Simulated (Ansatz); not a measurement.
# Kick test of a cell of LiBeF3

The cell was found from a structure generator's guess, not taken from experiment.

All numbers below come from Ansatz 0.2.0, DFT PBE, scalar-relativistic, plane waves, PAW. Cutoff 420 eV; k points 8×8×8 on the computed 5-atom cell (Γ-centred); Gaussian smearing, width 0.02 eV; no spin polarisation.

The cell below (5 atoms, space group Pm-3m (No. 221)) is relaxed within its symmetry.

```
CELL_PARAMETERS angstrom
3.54110 0.00000 0.00000
0.00000 3.54110 0.00000
0.00000 0.00000 3.54110
ATOMIC_POSITIONS crystal
Li 0.50000 0.50000 0.50000
Be 0.00000 0.00000 0.00000
F 0.00000 0.50000 0.50000
F 0.50000 0.00000 0.50000
F 0.50000 0.50000 0.00000
```

For the test a repeat of it with 10 atoms (edges 3.54, 3.54, 7.08 Å) was strained at random (σ = 1.5 % a component), the atoms were moved at random (σ = 0.15 Å), and all was relaxed again on a coarse 4×4×2 mesh (in the run’s order of axes) with 0.10 eV smearing, with no symmetry imposed.

**Question.** Is the structure stable against such a distortion?

**Answer.** It doesn't return. The energy falls by 1333 meV/atom on that mesh, the volume changes by 24.3 %, and the end has space group Cm (No. 8) at a loose tolerance. Relaxed again on an 8×8×6 mesh with 0.02 eV smearing, the new structure lies 1333 meV/atom below the first (mesh in the axes of the run's cell; the cell below is made exact in the group named). Space group Cm (No. 8), monoclinic, a = 16.731 Å, b = 2.818 Å, c = 4.698 Å, β = 93.8°. Around Li on its first site lie 2 F at 1.86 Å and 3 F at 2.09–2.11 Å; around Li on its second site lie 3 F at 1.83–1.84 Å and 1 F at 2.12 Å; around Be on its first site lie 4 F at 1.56–1.62 Å; F on its first site is surrounded by 1 Be at 1.56 Å and 2 Li at 1.86 Å; 6 more sites not described.

```
Li Be F
1.0
     8.36564   -1.40888    0.00000
     8.36564    1.40888    0.00000
    -0.30926    0.00000    4.68829
Li Be F
2 2 6
Cartesian
  10.7830 0.0000 1.9176
  5.7694 0.0000 2.2130
  -0.1147 0.0000 2.8193
  3.7017 0.0000 4.4355
  1.2006 0.0000 1.9734
  15.2916 0.0000 2.0049
  11.3327 0.0000 3.9347
  5.0864 0.0000 3.9186
  8.2738 0.0000 3.6152
  3.8574 0.0000 1.2976
```
